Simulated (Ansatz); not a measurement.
**Property card for PbSe**

PbSe:
```xyz
2
Lattice="0.0000 3.4500 3.4500 3.4500 0.0000 3.4500 3.4500 3.4500 0.0000" Properties=species:S:1:pos:R:3 pbc="T T T"
Se     5.1750     5.1750     5.1750
Pb     0.0000     0.0000     0.0000
```

Space group F-43m (No. 216), zinc blende; conventional cell a = 6.900 Å, b = 6.900 Å, c = 6.900 Å, α = 90.00°, β = 90.00°, γ = 90.00°.

Method: the program Ansatz at the PBE level (PAW). The cell and atoms are relaxed at this level. Other levels are named where they apply.

**Cell and energy**

```json
{
  "volume_per_atom": "41.06 Å³",
  "density": "5.79 g/cm³",
  "Formation energy from the elements (no fitted shifts)": "-0.38 eV/atom"
}
```

**Electronic structure**

```json
{
 "band_gap": "0.67 eV (indirect)",
 "valence_band_maximum": "at W",
 "conduction_band_minimum": "at X (3 equivalent valleys)",
 "smallest_direct_gap_on_the_standard_path": "1.17 eV",
 "electron_effective_mass": "0.37, 0.37, 2.0 mₑ (principal values)",
 "hole_effective_mass": "0.51, 0.51, 0.64 mₑ (principal values)",
 "HSE06 gap on the PBE cell": "1.12 eV",
 "Gap with spin–orbit coupling": "0.48 eV",
 "Z2 indices of the occupied bands with spin–orbit coupling": "0;(000)"
}
```

**Mechanics**

```json
{
  "Bulk modulus (Birch–Murnaghan fit)": "30.6 GPa",
  "Pressure derivative B′": "4.2",
  "Elastic constants (relaxed ions, GPa)": "C11 = 33.4, C12 = 29.3, C44 = -4.8",
  "mechanical_stability": "unstable (C has a negative eigenvalue)",
  "Piezoelectric stress constants (proper, relaxed ions, C/m²)": "e14 = e25 = e36 = 0.39"
}
```

**Dielectric response**

```json
{
  "Electronic dielectric constant ε∞ (DFPT)": "7.82",
  "Static dielectric constant ε0 (ions relaxed, cell fixed)": "11.6",
  "Born charges (a third of the trace)": "Se -2.23, Pb +2.23 e",
  "Largest static χ(2) component": "150 pm/V"
}
```

**Phonons**

```json
{
 "Highest zone-centre frequency (without LO–TO term)": "117 cm⁻¹",
 "zone_centre_stability": "no imaginary mode at Γ",
 "dynamical_stability_on_the_path": "unstable, down to 20i cm⁻¹"
}
```

**Charges**

```json
{
 "bader_charges": "Se -0.86, Pb +0.86 e"
}
```

The cell is a constructed one: a structure type filled with these elements; neither database checked (COD, Materials Project) lists it. It is not the phase usual at ambient conditions (space group No. 225). The PBE relaxation kept the symmetry of its start. Signs of piezoelectric constants follow the polarity of the cell as given. The references are the lowest solids computed at this level, not always the standard phases. Scalar-relativistic: spin–orbit coupling is off unless named, which matters more the heavier the elements.

Potentials: the later of the program's two PAW sets.
